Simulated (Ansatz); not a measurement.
SiC (4H type, space group P6_3mc)

```
SiC
1.0
    3.09412     0.00000     0.00000
   -1.54706     2.67959     0.00000
    0.00000     0.00000    10.12917
Si C
4 4
Cartesian
  0.00000   0.00000   0.00313
  0.00000   0.00000   5.06771
  1.54706   0.89320   7.59944
  0.00000   1.78639   2.53486
  0.00000   0.00000   8.23354
  0.00000   0.00000   3.16895
  1.54706   0.89320   5.69476
  0.00000   1.78639   0.63018
```

Equation-of-state scan: isotropic scaling of the cell above, V₀ being its volume. The atoms relax within the cell's symmetry.

Method: PBE (plane waves to 420 eV, PAW, scalar-relativistic; Ansatz, an electronic-structure program). k mesh 12×12×4 (Γ-centred), Fermi-Dirac smearing 0.05 eV. Stress and pressure are positive under compression. SiC was relaxed with its symmetry unable to fall. The PAW data are Ansatz's earlier set.

At one point of the scan the stress tensor (GPa) is:

```
    5.5      0.0      0.0
    0.0      5.5      0.0
    0.0      0.0      5.4
```

Which point is it?
A) V/V₀ = 0.976
B) V/V₀ = 0.988
C) V/V₀ = 0.940
D) V/V₀ = 0.952

A, V/V₀ = 0.976

(A scan under strain: stresses follow from slopes of the energy per volume, elastic moduli from its curvatures.)
